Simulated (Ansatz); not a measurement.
## Ta (fcc): energy against volume

These are results of Ansatz 0.2.0, DFT, BLYP, plane waves (420 eV) with PAW, scalar-relativistic, not measurements. The PAW files were generated under PBE, with cores re-solved for the functional.

The cell is scaled uniformly from the relaxed one, with fractional coordinates and shape fixed. Energies are extrapolated to zero smearing, pressures are those at the given smearing. Magnetic state: spin not included.

A Birch-Murnaghan fit gives V₀ = 19.39 Å³/atom, B₀ = 177 GPa, B₀′ = 3.8.

(1) What are the energy above the minimum and the pressure at 20.170 Å³/atom?

(2) What are the energy above the minimum and the pressure at 20.946 Å³/atom?

(3) What are the energy above the minimum and the pressure at 21.721 Å³/atom?

Answers

(1) 16.4 meV/atom and -6.31 GPa as computed.

(2) 61.1 meV/atom and -11.60 GPa as computed.

(3) 129.0 meV/atom and -15.93 GPa as computed.
